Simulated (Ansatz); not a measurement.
An Ansatz (a first-principles code) input:

Ansatz 0.2 input:
```yaml
crystal:
  lattice:
    - [0.0, 2.6449571392, 2.6449571392]
    - [2.6449571392, 0.0, 2.6449571392]
    - [2.6449571392, 2.6449571392, 0.0]
  atoms:
    - { symbol: Cu, position: [0.0, 0.0, 0.0] }
    - { symbol: Cl, position: [0.75, 0.75, 0.75] }
kpoints:
  mp_grid: { grid: [7, 7, 7] }
hamiltonian:
  xc: hse06
  pseudopotentials: { azcp: { folder: ./paw }, kind: paw }
scf:
  n_extra_bands: 6
  occupations: { method: fixed }
output:
  eigenvalues: true
  eigenstates:
    e_range: [-9.0, 8.8]
    kpoints:
      - [0.0, 0.0, 0.0]  # VBM
      - [0.0, 0.0, 0.0]  # CBM
      - [0.0, 0.0, 0.0]  # GAMMA
      - [0.5, 0.0, 0.5]  # X
      - [0.5, 0.5, 0.5]  # L
      - [0.5, 0.25, 0.75]  # W
      - [0.375, 0.375, 0.75]  # K
      - [0.625, 0.25, 0.625]  # U
```

Task: How many symmetry operations and irreducible k-points will the run report?

Result: 24 operations, 20 of 343 k-points.

Task: With a cutoff of 420 eV, how many plane waves at Γ?

Result: 725.

It took very roughly 2.5 core-minutes on shared server cores.

The points marked VBM and CBM come from a semilocal run.

Space group F-43m (zinc blende). Symmetry was held in the PBEsol relaxation. No spin polarisation was allowed.

Potentials: the earlier of the program's two PAW sets. The files were generated under PBE; for other functionals the program regenerates the frozen cores, and for LDA and PBEsol the local potential too.

Ansatz is a plane-wave DFT program.
